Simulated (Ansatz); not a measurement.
**AgO under pressure**

These are results of DFT LDA, scalar-relativistic, plane waves, PAW (Ansatz), not measurements. Cutoff 420 eV, 16×16×16 k-points (Γ-centred), Fermi-Dirac smearing of 0.15 eV. No spin polarisation. Phonons by linear response, acoustic sum rule imposed.

Equilibrium structure at this level:
```cif
data_structure
_symmetry_space_group_name_H-M 'F-43m'
_symmetry_Int_Tables_number 216
_cell_length_a 4.8881
_cell_length_b 4.8881
_cell_length_c 4.8881
_cell_angle_alpha 90.000
_cell_angle_beta 90.000
_cell_angle_gamma 90.000
_cell_volume 116.79
loop_
_atom_site_label
_atom_site_type_symbol
_atom_site_symmetry_multiplicity
_atom_site_Wyckoff_symbol
_atom_site_fract_x
_atom_site_fract_y
_atom_site_fract_z
_atom_site_occupancy
Ag1 Ag 4 a 0.00000 0.00000 0.00000 1
O1 O 4 c 0.25000 0.25000 0.25000 1
```

In a metal, frequencies and elastic constants depend on the k mesh and the smearing, soft modes and shear constants most. Spin polarisation was left out, and a magnetic state may lie lower.

Optical modes at Γ (cm⁻¹) at zero pressure: 255.

Under hydrostatic pressure the same modes lie at 267 cm⁻¹. What is the pressure, and how much has the cell shrunk?

Answers

2 GPa; the volume is 1.5 % smaller.